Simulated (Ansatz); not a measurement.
Relaxed-ion elastic tensor of Br (simple cubic, space group No. 221) in GPa (Voigt order), DFT-PBE+D3(BJ) in the program Ansatz with PAW potentials; density 4.67 g/cm³, 28.39 Å³ per atom.

```
 11.8   59.1   33.2  -36.6    0.0    0.0
 59.1   11.8   33.2   36.6    0.0    0.0
 33.2   33.2   37.6    0.0    0.0    0.0
-36.6   36.6    0.0  -49.5    0.0    0.0
  0.0    0.0    0.0    0.0  -49.5  -36.6
  0.0    0.0    0.0    0.0  -36.6  -23.7
```

### Question
Is the crystal mechanically stable?

### Answer
No: the smallest eigenvalue of C is -100 GPa.

Space group Pm-3m (simple cubic). The cell is a constructed one: a structure type filled with these elements; neither database checked (COD, Materials Project) lists it. It is not the usual solid phase (space group No. 64). The cell was relaxed with PBE+D3(BJ) under the symmetry of its start. At this level the phase is mechanically unstable. The substance is a gas or liquid at ambient conditions. As this level gives no gap, shear constants depend on the k-mesh and smearing (Fermi–Dirac, 0.1 eV here).

Potentials: the later of the program's two PAW sets.
